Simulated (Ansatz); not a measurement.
Cu (bcc (W type), Im-3m) at seven volumes, PBEsol (plane waves, PAW; program Ansatz), scaled uniformly. One row is withheld.

```csv
V (Å³/atom),P (GPa)
10.331,19.71
10.672,?
11.012,5.40
11.353,-0.02
11.694,-4.55
12.034,-8.33
12.375,-11.48
```

Fit the shown pressures and predict the withheld one.

P = (3/2)B₀(x^(7/2) − x^(5/2))[1 + (3/4)(B′ − 4)(x − 1)] with x = (V₀/V)^(2/3). Least squares on the six rows gives V₀ = 11.351 Å³/atom, B₀ = 165 GPa, B′ = 5.02. At V = 10.672, x = 1.0420 and P = 11.88 GPa. The run itself gave 11.90 GPa.

The start of the workflow was typed in or built on a structure type; neither database checked (COD, Materials Project) lists it. It is not the phase usual at ambient conditions (space group No. 225). Symmetry was held in the PBEsol relaxation. At this level the phase is mechanically unstable. The run is not spin-polarised.

Potentials: the later of the program's two PAW sets.
